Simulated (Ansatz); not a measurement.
All numbers below come from DFT PBE, scalar-relativistic, plane waves, PAW in Ansatz 0.2.0. Settings: cutoff 420 eV, Γ-centred meshes spaced at most about 0.3 Å⁻¹, and about 0.25 Å⁻¹ or finer for metals (2π included), Gaussian smearing. No spin polarisation in the final relaxations.

Temperature and zero-point effects are left out.

Compare these two cells of MgCd3Se4, each relaxed at this level.

A.

```xyz
8
Lattice="4.0205 0.0000 0.0000 0.0000 4.0205 0.0000 0.0000 0.0000 11.3933" Properties=species:S:1:pos:R:3 pbc="T T T"
Mg    0.0000    0.0000    5.6967
Cd    0.0000    0.0000    0.0000
Cd    2.0103    2.0103    2.8708
Cd    2.0103    2.0103    8.5225
Se    0.0000    0.0000    2.9071
Se    2.0103    2.0103    5.6967
Se    0.0000    0.0000    8.4862
Se    2.0103    2.0103    0.0000
```

B.

```xyz
8
Lattice="6.1428 0.0000 0.0000 0.0000 6.1428 0.0000 0.0000 0.0000 6.1428" Properties=species:S:1:pos:R:3 pbc="T T T"
Mg    3.0714    3.0714    3.0714
Cd    0.0000    0.0000    3.0714
Cd    0.0000    3.0714    0.0000
Cd    3.0714    0.0000    0.0000
Se    4.5744    4.5744    4.5744
Se    4.5744    1.5684    1.5684
Se    1.5684    4.5744    1.5684
Se    1.5684    1.5684    4.5744
```

Question: Which form is favoured at zero pressure, and by what margin per atom?

Answer: B is lower, by 123 meV/atom. A has Mg and Cd ordered on rock salt sites, space group P4/mmm (No. 123), 23.0 Å³/atom and no gap on its mesh; B has Mg and Cd ordered on zinc blende sites, space group P-43m (No. 215), 29.0 Å³/atom and a gap of 0.99 eV. Counting Se atoms around Cd and Mg (those within 1.25 times the shortest such distance or 1.15 times the sum of covalent radii), A has Mg 6, Cd 6 and B has Mg 4, Cd 4. The lower one is the more open, so pressure narrows the difference. Both come from invented guesses.

Kohn–Sham gaps at this level usually fall short of measured ones. The zero gap of P4/mmm may come from the functional, which often closes small gaps. Cells relaxed within their symmetry can be saddle points.
